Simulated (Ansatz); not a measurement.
Given:

HfN:
```
HfN
1.0
    0.00000     2.27396     2.27396
    2.27396     0.00000     2.27396
    2.27396     2.27396     0.00000
N Hf
1 1
Direct
  0.00000   0.00000   0.00000
  0.50000   0.50000   0.50000
```

This is the PBE-relaxed structure.

All from the program Ansatz at the PBE level (PAW), unless another level is named. Predict the electronic character.

metallic (no gap).

What about the density of states at the Fermi level?

0.31 states/eV per atom (mean over ±0.08 eV).

Give the formation energy from the elements (no fitted shifts).

-1.65 eV/atom.

Space group Fm-3m (rock salt). Symmetry was held in the PBE relaxation. No spin polarisation was allowed. With an odd number of electrons in the cell and no spin polarisation, the count alone makes it a metal. The references are the lowest solids computed at this level, not always the standard phases (solids in place of the gases). Scalar-relativistic: spin–orbit coupling is off unless named, which matters more the heavier the elements.

Potentials: the later of the program's two PAW sets.
